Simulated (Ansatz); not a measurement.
In PBE+D3(BJ) in the plane-wave PAW code Ansatz, BAs in the orthorhombic phase (Pnma; B on 4c, As on 4c) relaxes to a = 6.539 Å, b = 3.413 Å, c = 5.683 Å. Against the elements it lies at 0.26 eV/atom, with no fitted shifts.

It is gapped at this level: 0.44 eV (indirect). Gap from PBE+D3(BJ) with spin–orbit coupling: 0.44 eV. The hole mass is 0.15, 0.47, 0.88 mₑ (principal values).

The bulk modulus is 1010 kbar.

The start of the workflow was typed in or built on a structure type; neither database checked (COD, Materials Project) lists it. It is not the phase usual at ambient conditions (space group No. 216). The PBE+D3(BJ) relaxation kept the symmetry of its start; its stability against distortions is not shown here. The volume moved by 25 % from the start of the relaxation. Its formation energy is positive at this level, so the cell may be metastable or incomplete. The references are the lowest solids computed at this level, not always the standard phases. Scalar-relativistic: spin–orbit coupling is off unless named, which matters more the heavier the elements.

Potentials: the earlier of the program's two PAW sets.
